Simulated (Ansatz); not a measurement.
Task: Each is relaxed and computed with DFT-PBE in the program Ansatz with PAW potentials. Which is the only one with a gap?
A) HfGe2, P6/mmm (Hf on 1a, Ge on 2d)
B) Hf2Si, P6_3/mmc (Si on 2c, Hf on 2a, Hf on 2d)
C) HfGe, P-6m2 (Hf on 1a, Ge on 1f)
D) HfO2, R3m (Hf on 3a, O on 3a, O on 3a)

Result: D, HfO2, R3m (Hf on 3a, O on 3a, O on 3a). HfO2: gap 1.86 eV (indirect); HfGe2: metal; HfGe: metal; Hf2Si: metal. Constructed cells (a structure type filled with these elements, in neither database checked): HfO2, R3m (Hf on 3a, O on 3a, O on 3a); HfGe2, P6/mmm (Hf on 1a, Ge on 2d); HfGe, P-6m2 (Hf on 1a, Ge on 1f); Hf2Si, P6_3/mmc (Si on 2c, Hf on 2a, Hf on 2d). Not the usual ambient phase: HfO2, R3m (Hf on 3a, O on 3a, O on 3a). Weakly bound layers, chains or molecules computed without a dispersion correction, so cells and soft constants are ill determined: HfO2, R3m (Hf on 3a, O on 3a, O on 3a). All cells were relaxed under the symmetry of their starts (and spin orders); stability against distortions was not tested throughout. Rows with no word on spin ran without spin polarisation. Scalar-relativistic: spin–orbit coupling is off unless named, which matters more the heavier the elements.

Potentials: the later of the program's two PAW sets.
